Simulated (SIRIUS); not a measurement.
Band structure of TiSi (Pnma, 8 atoms in the cell; from Materials Project mp-7092).

```
TiSi
1.0
    6.51223     0.00000     0.00000
    0.00000     3.63174     0.00000
    0.00000     0.00000     4.99348
Ti Si
4 4
Cartesian
  4.40018   0.90794   1.85648
  2.11205   2.72381   3.13700
  5.36816   2.72381   4.35322
  1.14407   0.90794   0.64026
  3.54220   0.90794   4.27142
  2.97003   2.72381   0.72206
  6.22615   2.72381   1.77468
  0.28608   0.90794   3.21880
```

Method: PBEsol, GBRV PBEsol ultrasoft pseudopotentials (plane waves; SIRIUS).

Settings: parameters.ngridk = 3 5 4; parameters.xc_functionals = [XC_GGA_X_PBE_SOL, XC_GGA_C_PBE_SOL]; parameters.gk_cutoff = 6.325 1/bohr; parameters.pw_cutoff = 14.143 1/bohr; parameters.smearing = fermi_dirac; parameters.smearing_width = 0.00183747 Ha; potentials = GBRV PBEsol ultrasoft pseudopotentials; parameters.electronic_structure_method = pseudopotential; parameters.num_bands = 38; parameters.num_mag_dims = 0; parameters.num_dft_iter = 100; parameters.energy_tol = 1e-07 Ha; parameters.density_tol = 1e-06; mixer.type = anderson.

The structure comes from a collection of computed structures, made at another level of theory; the collection holds predicted forms beside known ones. No clean gap shows at this smearing width and mesh (spacing up to 0.35 Å⁻¹); the mesh is coarse for partly filled bands, so the values carry mesh errors.

Points are given in units of this cell's reciprocal vectors. Levels in eV from the Fermi level, bands 29 to 36:
```
point               29     30     31     32     33     34    35    36
---------------  -----  -----  -----  -----  -----  -----  ----  ----
Γ (0 0 0)        -0.75  -0.53  -0.38  -0.26   0.24   0.49  0.55  0.61
X (0 0.5 0)      -1.67  -1.67  -1.67  -1.67   1.38   1.38  1.73  1.73
S (0 0.5 0.5)    -0.60  -0.60  -0.50  -0.50  -0.10  -0.10  0.66  0.66
Y (0 0 0.5)      -0.95  -0.95  -0.30  -0.30   0.37   0.37  0.68  0.68
Z (0.5 0 0)      -0.79  -0.79  -0.54  -0.54   0.30   0.30  0.56  0.56
U (0.5 0.5 0)    -1.74  -1.74  -1.74  -1.74   1.63   1.63  1.65  1.65
R (0.5 0.5 0.5)  -1.40  -1.40  -1.40  -1.40   1.20   1.20  1.21  1.21
T (0.5 0 0.5)    -1.00  -1.00  -0.71  -0.71   0.35   0.35  0.67  0.67
```

4 bands cross the Fermi level along this path, so the cell has no gap at this level.

The Fermi level comes from the SCF mesh, which can miss band crossings, so its place against them is uncertain.
